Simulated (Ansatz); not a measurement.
WSe2 built on the 2H-MoS2 prototype, relaxed with r2SCAN+rVV10: 3 runs in Ansatz, each a calculation of independent-particle optics. Space group P6_3/mmc (No. 194), hexagonal; a = 3.300 Å, c = 13.149 Å in the conventional setting, 20.66 Å³ an atom. W has 6 Se at 2.53 Å; Se has 3 W at 2.53 Å. Calculated for a static, non-magnetic cell.

```
W Se
1.0
     3.29967    0.00000    0.00000
    -1.64983    2.85760    0.00000
     0.00000    0.00000   13.14870
W Se
2 4
Cartesian
  0.0000 1.9051 3.2872
  1.6498 0.9525 9.8615
  1.6498 0.9525 4.9526
  1.6498 0.9525 1.6218
  0.0000 1.9051 11.5269
  0.0000 1.9051 8.1961
```

On meshes this coarse, single peaks can be features of the mesh. No local fields, no excitons; the zone sum runs over the cells of the mesh, and ε∞ includes the bands left out of the spectrum. Up to four peaks are listed, those above 15 % of the tallest and inside the complete range; the four can differ from row to row.

```tsv
functional	k mesh	broadening (eV)	scissors (eV)	range (eV)	direct gap on the mesh before scissors (eV)	ε∞ xx	ε∞ yy	ε∞ zz	complete up to (eV)	tallest peaks of mean ε₂ (eV)
PBE	6×6×2	0.1	0.00	0–12	1.49	15.65	15.65	10.17	12.0	2.60 2.90 4.20 5.50
r2SCAN	6×6×2	0.1	0.00	0–12	1.61	14.36	14.36	9.30	12.0	3.00 3.50 4.45 5.80
PBE	6×6×2	0.1	0.45 (to HSE06)	0–12	1.49	13.99	13.99	9.44	12.0	3.05 3.35 4.65 5.95
```

The fundamental gap is indirect (1.04 eV with PBE on 6×6×2); the table holds the direct one.

No spin-orbit coupling is included; it can move band edges with weight on the heavy atoms by tenths of an eV.
